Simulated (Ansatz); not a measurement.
An Ansatz (a quantum-chemistry and plane-wave program) run. Input:

Ansatz 0.2 input:
```yaml
crystal:
  lattice:
    - [0.0, 8.5926797013, 2.8914266169]
    - [7.0635181751, 0.0, 2.8914266169]
    - [7.0635181751, 8.5926797013, 0.0]
  atoms:
    - { symbol: Sr, position: [0.5787876175, 0.9190960588, 0.0849850839] }
    - { symbol: Sr, position: [0.9190960588, 0.5787876175, 0.4171312398] }
    - { symbol: Sr, position: [0.8328687602, 0.1650149161, 0.3309039412] }
    - { symbol: Sr, position: [0.1650149161, 0.8328687602, 0.6712123825] }
    - { symbol: Sr, position: [0.5049939115, 0.5049939115, 0.9950060885] }
    - { symbol: Sr, position: [0.2549939115, 0.2549939115, 0.7450060885] }
    - { symbol: P, position: [0.0843671294, 0.9195134619, 0.4175512261] }
    - { symbol: P, position: [0.9195134619, 0.0843671294, 0.5785681826] }
    - { symbol: P, position: [0.6714318174, 0.8324487739, 0.3304865381] }
    - { symbol: P, position: [0.8324487739, 0.6714318174, 0.1656328706] }
    - { symbol: P, position: [0.5206319579, 0.995879863, 0.8232443747] }
    - { symbol: P, position: [0.995879863, 0.5206319579, 0.6602438045] }
    - { symbol: P, position: [0.5897561955, 0.4267556253, 0.254120137] }
    - { symbol: P, position: [0.4267556253, 0.5897561955, 0.7293680421] }
kpoints:
  mp_grid: { grid: [3, 3, 3] }
hamiltonian:
  xc: hse06
  pseudopotentials: { kind: paw }
scf:
  n_extra_bands: 14
  occupations: { method: fixed }
output:
  eigenvalues: true
  eigenstates:
    e_range: [-9.0, 9.2]
    kpoints:
      - [0.234375, 0.234375, 0.0]  # VBM
      - [0.0, 0.0, 0.0]  # CBM
```

Output (shortened):

```
Pseudopotential: Sr, paw, valence charge 10
Pseudopotential: P, paw, valence charge 5
Functional definition: HSE06
davidson cushion auto → on  (no smearing: the cushion is to keep the highest requested band from converging to the state above it …
Crystal: 14 atoms, lattice volume = 350.988 Å³
Basis set: ecut = 420 eV, 6879 PW (Γ)
Bands: 64, of which v1, the nominal top of the filled ones, is band 50 counted from 1 (49 counted from 0)
Symmetry: 4 space group operations
Space group: Fdd2 (ITA 43), of the structure as read, at distance tolerance 7.1e-5 Å
k-points: 8 of 27 (time reversal used)
SCF iter   1: F=—  HF=-27324.449605 eV  |F-HF|=—  |Δ(HF+E_count)|=         —  Δρ=2.10e-3  dr2=1.65e-2  ethr=1.77e-3  ⟨swp⟩=11.8  Hψ=2796  notcnv=0
preconditioner: auto → none
SCF iter   2: F=—  HF=-27324.452060 eV  |F-HF|=—  |Δ(HF+E_count)|=   2.46e-3  Δρ=9.39e-4  dr2=2.05e-3  ethr=1.65e-5  ⟨swp⟩=5.9  Hψ=1791  notcnv=0  defer=2
SCF iter   3: F=—  HF=-27324.452772 eV  |F-HF|=—  |Δ(HF+E_count)|=   7.11e-4  Δρ=3.12e-4  dr2=3.72e-4  ethr=2.05e-6  ⟨swp⟩=4.0  Hψ=1399  notcnv=0  defer=1
iter 4 solved again at ethr=3.51e-8 eV; its pass at ethr=3.72e-7 eV (dr2=3.51e-5 eV) is discarded
SCF iter   4: F=-27324.452875 eV  HF=-27324.452880 eV  |F-HF|=4.93e-6  |Δ(HF+E_count)|=   1.08e-4  Δρ=8.86e-5  dr2=3.55e-5  ethr=3.51e-8  ⟨swp⟩=3.8  Hψ=2619  notcnv=0
SCF 1 stopped early in 4 iterations: F = -27324.452875 eV  dr2 = 3.55e-5
Crystal: 14 atoms, lattice volume = 350.988 Å³
Exchange kernel: α = 0.2500, screened, ω = 0.2079 Å⁻¹, Wigner–Seitz truncation, v(0) = 1044.6252 eV·Å³, q-mesh 3×3×3, nearest image of the exchange supercell L …
Frozen-core exchange: fock
SCF iter   1: F=—  HF=-27344.343272 eV  |F-HF|=—  |Δ(HF+E_count)|=         —  Δρ=2.93e-3  dr2=4.08e-2  ethr=3.55e-7  ⟨swp⟩=9.0  Hψ=3077  notcnv=0
preconditioner: auto → none
SCF iter   2: F=—  HF=-27344.330259 eV  |F-HF|=—  |Δ(HF+E_count)|=   1.30e-2  Δρ=1.35e-3  dr2=9.76e-3  ethr=3.55e-7  ⟨swp⟩=6.5  Hψ=2352  notcnv=0
SCF iter   3: F=—  HF=-27344.359451 eV  |F-HF|=—  |Δ(HF+E_count)|=   2.92e-2  Δρ=1.01e-3  dr2=4.15e-3  ethr=3.55e-7  ⟨swp⟩=5.2  Hψ=2143  notcnv=0
SCF iter   4: F=—  HF=-27344.358178 eV  |F-HF|=—  |Δ(HF+E_count)|=   1.27e-3  Δρ=2.34e-4  dr2=3.43e-4  ethr=3.55e-7  ⟨swp⟩=4.0  Hψ=1787  notcnv=0
SCF iter   5: F=—  HF=-27344.359084 eV  |F-HF|=—  |Δ(HF+E_count)|=   9.06e-4  Δρ=1.37e-4  dr2=1.23e-4  ethr=2.06e-7  ⟨swp⟩=4.6  Hψ=1554  notcnv=0
SCF iter   6: F=-27344.359045 eV  HF=-27344.359048 eV  |F-HF|=3.06e-6  |Δ(HF+E_count)|=   3.67e-5  Δρ=2.38e-5  dr2=1.29e-5  ethr=1.14e-7  ⟨swp⟩=3.2  Hψ=1426  notcnv=0
SCF 2 stopped early in 6 iterations: F = -27344.359045 eV  dr2 = 1.29e-5
hybrid outer 1: dexx = +3.675e-2 eV, tail = 3.36e-5 eV
Crystal: 14 atoms, lattice volume = 350.988 Å³
Exchange kernel: α = 0.2500, screened, ω = 0.2079 Å⁻¹, Wigner–Seitz truncation, v(0) = 1044.6252 eV·Å³, q-mesh 3×3×3, nearest image of the exchange supercell L …
Frozen-core exchange: fock
SCF iter   1: F=—  HF=-27344.359227 eV  |F-HF|=—  |Δ(HF+E_count)|=         —  Δρ=2.95e-5  dr2=2.64e-6  ethr=1.68e-7  ⟨swp⟩=4.0  Hψ=1357  notcnv=0
preconditioner: auto → none
SCF iter   2: F=—  HF=-27344.359227 eV  |F-HF|=—  |Δ(HF+E_count)|=   4.02e-7  Δρ=1.28e-5  dr2=4.63e-7  ethr=2.35e-9  ⟨swp⟩=4.5  Hψ=1626  notcnv=0
SCF iter   3: F=—  HF=-27344.359228 eV  |F-HF|=—  |Δ(HF+E_count)|=   1.38e-6  Δρ=5.84e-6  dr2=1.78e-7  ethr=2.79e-10  ⟨swp⟩=6.8  Hψ=1897  notcnv=0
iter 4 solved again at ethr=1.52e-11 eV; its pass at ethr=1.67e-10 eV (dr2=1.52e-8 eV) is discarded
SCF iter   4: F=-27344.359228 eV  HF=-27344.359228 eV  |F-HF|=1.32e-8  |Δ(HF+E_count)|=   5.17e-8  Δρ=1.30e-6  dr2=2.19e-8  ethr=1.52e-11  ⟨swp⟩=2.1  Hψ=2533  notcnv=0
SCF 3 converged in 4 iterations: F = -27344.359228 eV  dr2 = 2.19e-8
hybrid outer 2: dexx = +1.996e-6 eV, tail = 5.56e-8 eV, Δε = 1.10e-3 eV (about 4.32e-5 eV left of the loop's levels)
the search or the solves at the SCF's close seem to have found levels that the self-consistency loop had missed (the run counts 1) …
NSCF: frozen V_eff on 2 k-points
hybrid SCF converged: 2 outer / 10 inner (+4 warm-up), last move |dexx| = 2.00e-6 eV, tail = 5.56e-8 eV
Stability not checked (fock_operator)
Free energy (F): -27344.359229 eV
Frozen-core exchange: fock
Harris-Foulkes:  -27344.359229 eV  (|F-HF|=1.32e-8)
Internal energy: -27344.359229 eV  (E = F + TS)
E sigma→0 (E₀):  -27344.359229 eV
Fermi energy:    7.155940 eV
--- Per-component energies (eV) ---
  E_band       = -630.622292
  E_kinetic    = 2043.724272
  E_local      = -4401.077697  (includes V_loc(G=0)·N_el)
  E_nonlocal   = 1475.249340
  E_hartree    = 1080.448134
  E_xc         = -1238.321166
  E_vxc        = -1178.669321  (∫ρ·V_xc dr)
  E_exx        = -204.835229  (= α·E_x^exact, valence–valence)
  E_paw        = -20837.731787  (= ΣΔE_a)
  E_vpaw       = -321.075515  (= ΣTr[D̂ρ^β])
  E_aug_tail   = 0.000018  (compensation charges beyond the density's cutoff)
  E_ewald      = -5258.977807
  E_core_change = -2.837308  (= ΣΔE_core)
  E_smearing   =  0.000000  (= −TS)
  E_closure    =  0.000000  (closes the sum)
  Σ components = -27344.359229   (vs F -27344.359229, Δ=-7.28e-12)
  [band-id]    e_kinetic+e_local+e_nonlocal+2·e_hartree+e_vxc+2·e_exx+e_vpaw+e_augmentation_tail = -630.623092   (vs E_band -630.622292, Δ=-8.00e-4)
--- Band table (eV; the first three rows and the last of 8) ---
  k-point 0: bands = ["-30.0183", "-30.0144", "-29.9402", "-29.9322", "-29.9306", "-29.9196", "-11.1141", "-11.0196", "-11.0003", "-11.0001", "-10.9479", "-10.9226", "-10.9008", "-10.8882", "-10.8854", "-10.8350", "-10.8335", "-10.7314", "-10.7239", …
  k-point 1: bands = ["-30.0158", "-30.0145", "-29.9380", "-29.9328", "-29.9295", "-29.9240", "-11.2038", "-11.1207", "-11.0328", "-11.0083", "-10.9597", "-10.9080", "-10.8802", "-10.8479", "-10.8390", "-10.8217", "-10.7988", "-10.7513", "-10.7270", …
  k-point 2: bands = ["-30.0166", "-30.0147", "-29.9389", "-29.9349", "-29.9279", "-29.9224", "-11.0481", "-11.0230", "-11.0067", "-10.9791", "-10.9718", "-10.9377", "-10.9279", "-10.8661", "-10.8427", "-10.8004", "-10.7926", "-10.7768", "-10.7465", …
  k-point 7: bands = ["-30.0160", "-30.0151", "-29.9387", "-29.9370", "-29.9255", "-29.9231", "-11.0324", "-11.0183", "-10.9937", "-10.9814", "-10.9738", "-10.9493", "-10.9215", "-10.8744", "-10.8227", "-10.8084", "-10.7806", "-10.7702", "-10.7563", …
```

Cost: roughly 10 core-minutes on shared cores.

The points marked VBM and CBM come from a semilocal run.

The first step of the workflow began from a Materials Project structure, measured or hypothetical; the Crystallography Open Database files this formula in space group No. 43, but the cells were not matched. Its standing as an ambient phase is unchecked. The PBEsol relaxation kept the symmetry of its start; whether a distortion lowers the energy is not shown. Scalar-relativistic: spin–orbit coupling is off unless named, which matters more the heavier the elements.

Potentials: the later of the program's two PAW sets.

Ansatz is a plane-wave DFT program.
